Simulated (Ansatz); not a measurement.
The start is a relaxed Co cell with every coordinate shifted by Gaussian noise of σ = 0.3 Å. The cell and all atomic positions are relaxed at zero pressure with PBE (plane waves to 420 eV, PAW, scalar-relativistic; Ansatz, a quantum-chemistry and plane-wave program). The first steps use a coarse 15×15×8 k-mesh.

The start:
```
Co
1.0
    2.49392     0.00000     0.00000
   -1.24696     2.15980     0.00000
    0.00000     0.00000     4.03185
Co
2
Direct
  0.48350   0.85153   0.71268
  0.56653   0.36232   0.31937
```
Spin-polarised start, with parallel moments on Co.

Problem. How large is the pressure on the unrelaxed cell, and of which sign?

Solution. +35.5 GPa (positive: the cell is compressed).

Problem. What is the largest force in the starting geometry, and on which atom (counted from 1)?

Solution. 6.72 eV/Å, on Co1, Co2 (atoms numbered as listed).

Problem. How much energy is released per atom?

Solution. 0.73 eV/atom.

Problem. Does it find its way back to the structure it was made from?

Solution. It returns to the parent structure, P6₃/mmc (No. 194).

Problem. How do the shortest distances between atoms change?

Solution. The closest pairs of elements (up to four, under 3.6 Å), start → end: Co–Co 1.98 → 2.48 Å.

Problem. Is the relaxed structure metallic? Give its gap.

Solution. No gap (metallic).

Problem. What magnetic moments remain?

Solution. Net 1.61 μB/atom, ferromagnetic.

Relaxed structure:

Space group P6₃/mmc (No. 194); a = b = 2.4939 Å, c = 4.0318 Å, α = β = 90.00°, γ = 120.00°

```tsv
atom	site	symmetry	x	y	z
Co	2d	-6m2	0.6667	0.3333	0.2500
```

Final values are on a 21×21×12 k-mesh of the relaxed cell. Spin state reached: ferromagnetic (net 1.61 μB/atom), from parallel starting moments; other spin orders were not run from this start.

The run could not lose the symmetry of its start.
